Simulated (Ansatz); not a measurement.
Sn$_{4}$Pd: pressure against volume

Sn$_{4}$Pd, Ccce, a = 6.442 Å, b = 11.437 Å, c = 6.396 Å. The structure is a COD entry; whether it is the stable form wasn't checked. Ansatz: PBEsol, PAW, 420 eV, Γ-centred 6×6×6 mesh on 10 atoms, Gaussian smearing 0.10 eV; no spin polarisation. Shape and atoms are relaxed at each volume; pressure is positive in compression.

```
V (Å³/atom) P (GPa)
     20.734    12.23
     21.440     8.26
     22.147     4.98
     22.854        ?
     23.561     0.00
     24.268    -1.86
     24.975    -3.36
     25.917    -4.92
```

Take V0 = 23.561 Å³/atom, fit the third-order Birch–Murnaghan form to the other rows, and predict the missing pressure.

With the Eulerian strain f = ½[(V0/V)^(2/3) − 1] and y = P/[3f(1 + 2f)^(5/2)], the form is the line y = B0 + 1.5 B0 (B0′ − 4) f. Rows (f, y): 0.04447, 74.1; 0.03245, 72.5; 0.02106, 71.1; -0.00976, 66.7; -0.01905, 64.8; -0.03078, 62.5. Means f = 0.006398, y = 68.617; Σ(Δf)² = 0.004634, ΣΔfΔy = 0.7018; the slope is their ratio. y = 67.65 + 151.5 f GPa, so B0 = 67.7 GPa and B0′ = 4 + 2 × (151.5)/(3 × 67.65) = 5.49. At V = 22.854, f = 0.01026, y = 69.20 and P = 2.24 GPa. The run gave 2.25 GPa, so the fit is 0.01 GPa too low, within the rms miss on the fitted rows (0.03 GPa).